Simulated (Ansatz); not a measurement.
TePd:
```yaml
crystal:
  lattice:
    - [1.89548, -5.19904, 0.00000]
    - [1.89548, 5.19904, 0.00000]
    - [0.00000, 0.00000, 4.04074]
  atoms:
    - { symbol: Te, position: [0.64049, 0.35951, 0.25000] }
    - { symbol: Pd, position: [0.90258, 0.09742, 0.25000] }
    - { symbol: Te, position: [0.35951, 0.64049, 0.75000] }
    - { symbol: Pd, position: [0.09742, 0.90258, 0.75000] }
```

Relaxed with PBEsol. Special points in fractions of this cell's reciprocal vectors: Γ (0.000, 0.000, 0.000); Y (-0.500, 0.500, 0.000); C0 (-0.283, 0.717, 0.000); Σ0 (0.283, 0.283, 0.000); Z (0.000, 0.000, 0.500); A0 (0.283, 0.283, 0.500); E0 (-0.283, 0.717, 0.500); T (-0.500, 0.500, 0.500); S (0.000, 0.500, 0.000); R (0.000, 0.500, 0.500).

Q: List the band energies nearest the Fermi level at these points for plane-wave PAW PBEsol (Ansatz code).

A: In eV from the Fermi level; about four levels below and three above (degenerate sets whole), none deeper than 8.9 eV; points with the same levels are listed once.

```csv
k,below,above
Γ,-2.07 -2.00 -0.71 -0.65,0.17 0.17 2.80
Y,-1.72 -0.99 -0.18 -0.06,0.58 3.39 5.13
C0,-2.28 -2.14 -2.11 -0.09,1.65 1.66 1.85
Z,-2.43 -2.43 -0.28 -0.28,1.99 1.99 4.59 4.59
A0,-2.17 -2.17 -1.68 -1.68,0.03 0.03 3.19 3.19
T,-2.75 -2.75 -1.81 -1.81,1.50 1.50 1.94 1.94
S,-2.22 -2.10 -1.93 -0.32,0.58 1.62 1.64
R,-1.92 -1.92 -0.45 -0.45,3.29 3.29 5.88 5.88
```

Space group Cmcm. The start of the workflow was typed in or built on a structure type; neither database checked (COD, Materials Project) lists it. COD files the formula under space group No. 194. Whether it is the stable phase at ambient conditions was not checked. The cell was relaxed with PBEsol under the symmetry of its start; whether a distortion lowers the energy is not shown. No spin polarisation was allowed. Spin–orbit coupling is left out wherever it is not named.

Potentials: the later of the program's two PAW sets.
